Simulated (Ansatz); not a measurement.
## Magnetic order of Sr2MnClO3 at several levels

```yaml
crystal:
  lattice:
    - [3.84170, 0.00000, 0.00000]
    - [0.00000, 3.84170, 0.00000]
    - [0.00000, 0.00000, 14.73720]
  atoms:
    - { symbol: Sr, position: [0.50000, 0.00000, 0.34372] }
    - { symbol: Sr, position: [0.00000, 0.50000, 0.65628] }
    - { symbol: Sr, position: [0.50000, 0.00000, 0.09083] }
    - { symbol: Sr, position: [0.00000, 0.50000, 0.90917] }
    - { symbol: Mn, position: [0.00000, 0.50000, 0.21030] }
    - { symbol: Mn, position: [0.50000, 0.00000, 0.78970] }
    - { symbol: Cl, position: [0.00000, 0.50000, 0.42640] }
    - { symbol: Cl, position: [0.50000, 0.00000, 0.57360] }
    - { symbol: O, position: [0.00000, 0.00000, 0.23110] }
    - { symbol: O, position: [0.50000, 0.50000, 0.23110] }
    - { symbol: O, position: [0.50000, 0.50000, 0.76890] }
    - { symbol: O, position: [0.00000, 0.00000, 0.76890] }
    - { symbol: O, position: [0.00000, 0.50000, 0.07340] }
    - { symbol: O, position: [0.50000, 0.00000, 0.92660] }
```

The same starts (parallel, antiparallel patterns that fit this cell, and no moments) were run with plane-wave PAW DFT (Ansatz 0.2.0; atoms fixed, collinear spin, no spin-orbit coupling; 7×7×2 Γ-centred mesh, fermi-dirac occupations of width 0.050 eV) at these levels: r2SCAN, 500 eV; r2SCAN with U_eff = 2.7 eV on Mn d (all-electron-ortho-atomic projectors), 500 eV.

Task: Which order does each level favour, and how strongly?

Result: The runs give, at zero smearing:

```json
{"level": "r2SCAN", "lowest state": "parallel moments", "mean moment on Mn (μB)": "3.24", "parallel less best compensated antiparallel (meV per Mn)": "-5", "gain over no moments (meV per Mn)": "2407"}
{"level": "r2SCAN + U", "lowest state": "parallel moments", "mean moment on Mn (μB)": "3.38", "parallel less best compensated antiparallel (meV per Mn)": "-4", "gain over no moments (meV per Mn)": "3364"}
```

Site moments are taken in small spheres that don't touch (radius about 0.4 of the atom's shortest bond), so those of the magnetic atoms read low. The two orders aren't resolved at any level: the difference runs from -5 to -4 meV per Mn.

The cell is that of a Crystallography Open Database entry, unchanged.

Caveats: only orders that fit this cell were tried, so the true order may need a larger cell or canted moments; atoms and cell are held at the entry's values; differences under about 5 meV per magnetic atom weren't tested against a denser mesh or another U, and are taken as unresolved; the U is a value in common use, not computed for this crystal; r2SCAN overestimates the moments and magnetic energies of itinerant metals; the state without moments isn't the paramagnet, so the last column is no ordering energy, and a U inflates it; the nearest magnetic pairs stand parallel in every state found, so their coupling isn't measured.
